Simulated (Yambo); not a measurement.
Given:

```xyz
4
Lattice="2.6505 0.0000 0.0000 -1.3253 2.2954 0.0000 0.0000 0.0000 4.3037" Properties=species:S:1:pos:R:3 pbc="T T T"
Be     0.0000     1.5303     4.3031
Be     1.3253     0.7651     2.1512
O      0.0000     1.5303     1.6252
O      1.3253     0.7651     3.7771
```

Workflow: PBEsol (Quantum ESPRESSO, PseudoDojo norm-conserving, 88 Ry, scalar-relativistic), then G0W0 in Yambo (6×6×4 Γ-centred k mesh, bands 3 to 66 and a 10 Ry block in the screening, 66 bands in G with the Bruneval-Gonze terminator, plasmon pole fitted at 27.2 eV).

Q: Give the PBEsol and G0W0 gaps between the band edges found on this mesh, and say where the edges lie.

A: Edges: Γ → Γ. PBEsol: 8.08 eV; G0W0: 10.91 eV. Convergence of the G0W0 settings was not tested. 

Geometry strained from the cell relaxed with PBEsol, atoms relaxed again.
